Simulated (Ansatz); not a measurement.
The relaxed structure here is a generated cell of ZrGe: the first start was made by placing the elements on the sites of a structure type, and the end was not matched to a known phase here, so it may be hypothetical.

A trial cell of ZrGe was relaxed with r2SCAN (plane waves to 500 eV, PAW, scalar-relativistic; Ansatz, a quantum-chemistry and plane-wave program).

Before: P6₃mc (No. 186), hP4; a = b = 3.959 Å, c = 6.484 Å, α = β = 90.00°, γ = 120.00°.

After relaxation:

Simulated powder pattern, Cu Kα, λ = 1.54184 Å (kinematic, ideal powder, no thermal factors, no anomalous dispersion; the 24 strongest lines at most, above 1 %, up to 2θ = 90°):

```csv
2θ (°),I/Imax (%)
22.01,100
27.64,3.5
33.38,46
38.61,92
40.34,41
44.88,15
51.94,77
57.07,14
60.66,12
69.87,16
70.12,5.1
71.04,15
74.50,6.5
79.67,22
82.78,9.8
83.02,20
86.98,4.4
87.21,4.4
```

Q: Identify the relaxed structure from its pattern: crystal system, space group and cell.

A: Hexagonal, P6₃/mmc (No. 194), hP4; a = 4.6638 Å, b = 4.6638 Å, c = 5.3685 Å, α = 90.00°, β = 90.00°, γ = 120.00°. Sites: Zr 2d (0.667, 0.333, 0.250); Ge 2c (0.333, 0.667, 0.250).

Q: Index the strongest lines.

A: 22.01° (1 0 -1 0), 33.38° (0002), 38.61° (1 1 -2 0), 40.34° (1 0 -1 2), 51.94° (1 1 -2 2).

No spin polarisation in the result.

The run could not lose the symmetry of its start: the end is stationary, and may be a saddle point rather than a minimum.
